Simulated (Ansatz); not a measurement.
Energy against volume for SiC (zinc blende)

SiC (zinc blende), conventional cell a = b = c = 4.3798 Å, α = β = γ = 90.00°. The calculation uses the primitive cell of 2 atoms, to which meshes and values per cell refer.

The volume is varied about the relaxed value V₀ at fixed cell shape. Symmetry pins the atoms to their sites.

Method: PBE (plane waves to 420 eV, PAW, scalar-relativistic; Ansatz, a quantum-chemistry and plane-wave program). k mesh 13×13×13 (Γ-centred), Fermi-Dirac smearing 0.05 eV. E stands for the smeared free energy. Compression counts positive. SiC was relaxed with its symmetry unable to fall. ΔE is measured from the relaxed starting cell.

```
V (Å³/cell)  ΔE (eV/atom)  P (GPa)
-----------  ------------  -------
18.90              0.0827     27.5
19.32              0.0511     20.9
19.74              0.0277     14.8
20.16              0.0119      9.4
20.58              0.0029      4.5
21.00              0.0000      0.0
21.42              0.0027     -4.1
21.84              0.0105     -7.7
22.26              0.0228    -11.0
22.68              0.0393    -14.0
23.10              0.0595    -16.8
```

Derived quantities:

- Pressure at the smallest volume: 27.5 GPa
- Energy cost of the largest compression: 82.7 meV/atom
- Energy cost of the largest expansion: 59.5 meV/atom
- Bulk modulus B₀ (third-order Birch-Murnaghan fit): 212 GPa
- Pressure derivative B₀′ (fit): 3.9
- Equilibrium volume of the fit: 10.50 Å³/atom
- Pressure for 5 % compression (fit): 12.0 GPa

(Under strain, the slope of the energy per volume gives the stress and its curvature an elastic modulus.)
